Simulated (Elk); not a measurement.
An Elk run on Pb with settings drawn from a wide range, so not all are converged; totals and levels move with the basis, and no second program has checked them. These are results of DFT, AM05, all-electron APW+lo, Dirac cores, scalar-relativistic bands with second-variational spin-orbit coupling (Elk 11.2.3 with local patches), not measurements. Elk's input is in atomic units.

Command: `OMP_NUM_THREADS=1 elk` The run took 0.02 s on 1 thread of Arm Neoverse V1, on a shared host, peak memory 0.04 GiB.

```
tasks
  0
  110
  115
  33
  43
  53

xctype
  30

rgkmax
  6

gmaxvr
  12

lmaxapw
  12

lmaxo
  6

lmaxi
  4

nrmtscf
  2.5

nempty
  12

epspot
  1e-05

epsengy
  1e-05

maxscl
  100

swidth
  0.001

stype
  3

lradstp
  2

mixtype
  3

hmaxvr
  4

tforce
  .true.

spinorb
  .true.

sppath
  './'

avec
  0.00000000000 4.77644194898 4.77644194898
  4.77644194898 0.00000000000 4.77644194898
  4.77644194898 4.77644194898 0.00000000000

atoms
  1
  'Pb.in'
  1
  0.000000000000 0.000000000000 0.000000000000   0.000 0.000 0.000

ngridk
  8 8 8

plot3d
  0 0 0
  1 0 0
  0 1 0
  0 0 1
  18 18 18
```

Muffin-tin radii in the species files: Pb 2.80 bohr.

Structure from Materials Project entry mp-20483 (possibly hypothetical), not relaxed further. The listed cell was then made from it by scaling, straining or moving an atom.

Question: What does the run give?

Answer: It refused before any iteration.
```
Error(init0): requested spin-polarised run with spin-unpolarised
 exchange-correlation functional
```
